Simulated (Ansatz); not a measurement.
Relaxed structure of CH3OH on the (101) surface of WC, one molecule per 44.0 Å² (the molecule's atoms stand last):

```
CELL_PARAMETERS angstrom
5.80381 0.00000 0.00000
-2.90191 7.57358 0.00000
0.00000 0.00000 25.87556
ATOMIC_POSITIONS crystal
W 0.86011 0.72022 0.30917
W 0.86011 0.22022 0.30917
W 0.36011 0.72022 0.30917
W 0.36011 0.22022 0.30917
C 0.00346 0.00692 0.32128
C 0.00346 0.50692 0.32128
C 0.50346 0.00692 0.32128
C 0.50346 0.50692 0.32128
W 0.72022 0.44044 0.38182
W 0.72022 0.94044 0.38182
W 0.22022 0.44044 0.38182
W 0.22022 0.94044 0.38182
C 0.86357 0.72714 0.39393
C 0.86357 0.22714 0.39393
C 0.36357 0.72714 0.39393
C 0.36357 0.22714 0.39393
W 0.58045 0.16037 0.45546
W 0.58157 0.66120 0.45496
W 0.08052 0.16047 0.45544
W 0.07971 0.66102 0.45489
C 0.72276 0.44527 0.46600
C 0.72339 0.94468 0.46691
C 0.22293 0.44533 0.46593
C 0.22181 0.94457 0.46683
W 0.43554 0.87314 0.52637
W 0.44068 0.37911 0.52665
W 0.93650 0.87482 0.52798
W 0.93937 0.37902 0.52667
C 0.59175 0.18246 0.53822
C 0.58453 0.67459 0.53748
C 0.09497 0.18816 0.53795
C 0.08772 0.67496 0.53754
C 0.73598 0.88946 0.64496
O 0.95430 0.93602 0.61325
H 0.78888 0.93740 0.68450
H 0.64924 0.74565 0.64420
H 0.60634 0.94886 0.62936
H 0.01451 0.06442 0.60394
```

The calculation used Ansatz, DFT PBE+D3(BJ), scalar-relativistic, plane waves, PAW. Cutoff 420 eV; k points 4×3×1 on the computed 38-atom cell (Γ-centred); Gaussian smearing, width 0.10 eV; no spin polarisation. A dipole correction removes the field between periodic images along c.

The slab and the molecular layer are also computed alone at these places.

(1) How does the adsorption energy per molecule split into interaction and deformation?

(2) How much charge moves across the plane at z = 14.78 Å, midway between slab and molecule?

(3) How does the density difference (whole less rigid parts, positive where electrons gather), summed over the plane, run along c?

Spin polarisation was left out, and a magnetic state may lie lower.

Results:

(1) E_ads = -1.231 eV: interaction of the rigid parts -1.317 eV, deformation of the slab +0.054 eV, deformation of the molecule with its lateral interactions +0.032 eV.

(2) About 0.03 electrons a cell move down to the slab; half the integral of |Δρ| is 0.47 e.

(3) (z (Å), Δρ (e/Å)): (6.04, 0.001), (6.18, 0.001), (6.47, 0.002), (6.61, 0.002), (6.90, 0.001), (7.04, 0.000), (7.33, -0.005), (7.48, -0.006), (7.62, -0.005), (7.91, 0.002), (8.05, 0.002), (8.34, -0.002), (8.48, -0.001), (8.63, 0.000), (8.91, 0.000), (9.06, -0.001), (9.34, -0.002), (9.49, -0.001), (9.78, 0.001), (9.92, 0.002), (10.06, 0.002), (10.35, -0.001), (10.49, -0.002), (10.78, -0.004), (10.93, -0.004), (11.21, -0.003), (11.36, -0.001), (11.50, 0.004), (11.79, 0.017), (11.93, 0.023), (12.22, 0.018), (12.36, 0.005), (12.51, -0.009), (12.79, -0.023), (12.94, -0.014), (13.23, 0.017), (13.37, 0.006), (13.66, -0.011), (13.80, 0.011), (13.94, 0.021), (14.23, -0.018), (14.38, -0.004), (14.66, 0.105), (14.81, 0.150), (14.95, 0.169), (15.24, 0.107), (15.38, 0.019), (15.67, -0.077), (15.81, 0.015), (16.10, -0.020), (16.24, -0.088), (16.39, -0.111), (16.68, -0.084), (16.82, -0.057), (17.11, -0.023), (17.25, -0.016), (17.54, -0.016), (17.68, -0.019), (17.83, -0.021), (18.11, -0.016), (18.26, -0.013), (18.54, -0.007), (18.69, -0.005), (18.83, -0.004), (19.12, -0.002), (19.26, -0.001), (19.55, -0.001), (19.69, -0.001), (19.98, 0.000), (20.13, 0.000)